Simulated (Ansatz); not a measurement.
BaTiHO2:
Space group P4/mmm (No. 123); a = b = 4.048 Å, c = 3.982 Å, α = β = γ = 90.00°

| atom | site | symmetry | x | y | z |
|---|---|---|---|---|---|
| Ba | 1d | 4/mmm | 0.5000 | 0.5000 | 0.5000 |
| Ti | 1a | 4/mmm | 0.0000 | 0.0000 | 0.0000 |
| O | 2f | mmm. | 0.0000 | 0.5000 | 0.0000 |
| H | 1b | 4/mmm | 0.0000 | 0.0000 | 0.5000 |
The run is spin-polarised.

Relaxed at zero pressure with plane-wave PAW PBE (Ansatz code).

**Question.** The volume is raised by 6 % and shape and atoms relax at that volume. What pressure results, and how do the axes share the change?

**Answer.** -5.7 GPa; a 1.4 %, b 1.4 %, c 3.1 %; the energy rises by 15 meV/atom.

**Question.** Give the new structure.

**Answer.** 
Space group P4/mmm (No. 123); a = b = 4.1047 Å, c = 4.1038 Å, α = β = γ = 90.00°

| atom | site | symmetry | x | y | z |
|---|---|---|---|---|---|
| Ba | 1d | 4/mmm | 0.5000 | 0.5000 | 0.5000 |
| Ti | 1a | 4/mmm | 0.0000 | 0.0000 | 0.0000 |
| O | 2f | mmm. | 0.0000 | 0.5000 | 0.0000 |
| H | 1b | 4/mmm | 0.0000 | 0.0000 | 0.5000 |

The phase is kept; no other phase was compared at this pressure.

The start of the workflow was typed in or built on a structure type; neither database checked (COD, Materials Project) lists it. Its standing as an ambient phase is unchecked. Symmetry was held in the PBE relaxation; its stability against distortions is not shown here. Magnetic state: ferromagnetic, chosen from 4 collinear starts compared on coarse meshes (ties went to the first, and starts can fall back to one state), not a proven ground state. No Hubbard U is applied. Scalar-relativistic: spin–orbit coupling is off unless named, which matters more the heavier the elements.

Potentials: the earlier of the program's two PAW sets.
